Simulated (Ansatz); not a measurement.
Al₂W:
```yaml
crystal:
  lattice:
    - [0.00000, 4.17375, 4.47509]
    - [2.47943, 0.00000, 4.47509]
    - [2.47943, 4.17375, 0.00000]
  atoms:
    - { symbol: Al, position: [0.08312, 0.41688, 0.08312] }
    - { symbol: Al, position: [0.41688, 0.08312, 0.41688] }
    - { symbol: Al, position: [0.16688, 0.83312, 0.16688] }
    - { symbol: Al, position: [0.83312, 0.16688, 0.83312] }
    - { symbol: W, position: [0.75000, 0.75000, 0.75000] }
    - { symbol: W, position: [0.50000, 0.50000, 0.50000] }
```

Relaxed with PBE.

Problem. Which orbitals make up the states near the Fermi level in DFT-PBE in the program Ansatz with PAW potentials?

Solution. Within 0.5 eV of the Fermi level: W 5d 61 %, Al 3p 32 %. Projections are on Löwdin-orthogonalised atomic valence shells; empty p or d shells of many metals are not among them.

Problem. Tabulate the density of states.

Solution. States/eV per cell of 6 atoms, in 0.25 eV bins, energy from the Fermi level.

| E (eV) | total | W 5d | Al 3p | Al 3s |
|---|---|---|---|---|
| -7.85 | 0.96 | 0.04 | 0.42 | 0.34 |
| -7.60 | 1.13 | 0.06 | 0.51 | 0.41 |
| -7.35 | 1.12 | 0.08 | 0.51 | 0.41 |
| -7.10 | 1.18 | 0.10 | 0.56 | 0.39 |
| -6.85 | 1.45 | 0.16 | 0.69 | 0.46 |
| -6.60 | 1.38 | 0.18 | 0.66 | 0.42 |
| -6.35 | 1.47 | 0.23 | 0.70 | 0.41 |
| -6.10 | 1.43 | 0.25 | 0.66 | 0.40 |
| -5.85 | 1.59 | 0.32 | 0.70 | 0.44 |
| -5.60 | 2.21 | 0.49 | 0.91 | 0.68 |
| -5.35 | 2.18 | 0.61 | 0.84 | 0.62 |
| -5.10 | 1.77 | 0.52 | 0.69 | 0.45 |
| -4.85 | 1.59 | 0.44 | 0.67 | 0.35 |
| -4.60 | 1.76 | 0.49 | 0.76 | 0.33 |
| -4.35 | 2.38 | 0.77 | 0.94 | 0.44 |
| -4.10 | 2.29 | 0.81 | 0.89 | 0.39 |
| -3.85 | 1.87 | 0.70 | 0.73 | 0.29 |
| -3.60 | 1.56 | 0.58 | 0.62 | 0.23 |
| -3.35 | 2.95 | 1.08 | 1.21 | 0.43 |
| -3.10 | 3.47 | 1.37 | 1.46 | 0.40 |
| -2.85 | 2.54 | 1.13 | 0.97 | 0.28 |
| -2.60 | 2.85 | 1.47 | 0.95 | 0.27 |
| -2.35 | 4.09 | 2.33 | 1.19 | 0.35 |
| -2.10 | 3.80 | 2.29 | 1.06 | 0.28 |
| -1.85 | 3.74 | 2.22 | 1.17 | 0.23 |
| -1.60 | 4.67 | 2.93 | 1.40 | 0.18 |
| -1.35 | 5.86 | 3.89 | 1.57 | 0.24 |
| -1.10 | 6.72 | 4.09 | 2.09 | 0.33 |
| -0.85 | 6.05 | 3.55 | 2.04 | 0.29 |
| -0.60 | 7.10 | 4.22 | 2.42 | 0.27 |
| -0.35 | 5.29 | 3.18 | 1.73 | 0.22 |
| -0.10 | 3.15 | 1.84 | 1.07 | 0.13 |
| 0.15 | 1.68 | 1.05 | 0.50 | 0.07 |
| 0.40 | 1.64 | 1.16 | 0.36 | 0.06 |
| 0.65 | 3.37 | 2.60 | 0.57 | 0.08 |
| 0.90 | 4.85 | 4.01 | 0.59 | 0.08 |
| 1.15 | 4.00 | 3.38 | 0.38 | 0.07 |
| 1.40 | 0.12 | 0.11 | 0.01 | 0.00 |
| 1.65 | 0.00 | 0.00 | 0.00 | 0.00 |
| 1.90 | 0.01 | 0.00 | 0.00 | 0.00 |
| 2.15 | 0.20 | 0.05 | 0.06 | 0.02 |
| 2.40 | 1.32 | 0.61 | 0.34 | 0.11 |
| 2.65 | 3.33 | 1.91 | 0.84 | 0.18 |
| 2.90 | 3.53 | 1.98 | 0.95 | 0.19 |
| 3.15 | 2.86 | 1.49 | 0.81 | 0.15 |
| 3.40 | 2.84 | 1.37 | 0.86 | 0.16 |
| 3.65 | 3.52 | 1.56 | 1.01 | 0.33 |
| 3.90 | 4.27 | 1.71 | 1.11 | 0.83 |
| 4.15 | 4.39 | 1.40 | 1.23 | 1.02 |
| 4.40 | 4.52 | 1.26 | 1.18 | 1.16 |
| 4.65 | 3.87 | 1.02 | 1.03 | 0.82 |

Space group Fddd. The start of the workflow was typed in or built on a structure type; neither database checked (COD, Materials Project) lists it. Its standing as an ambient phase is unchecked. The PBE relaxation kept the symmetry of its start; whether a distortion lowers the energy is not shown. The run is not spin-polarised. Scalar-relativistic: spin–orbit coupling is off unless named, which matters more the heavier the elements.

Potentials: the later of the program's two PAW sets.
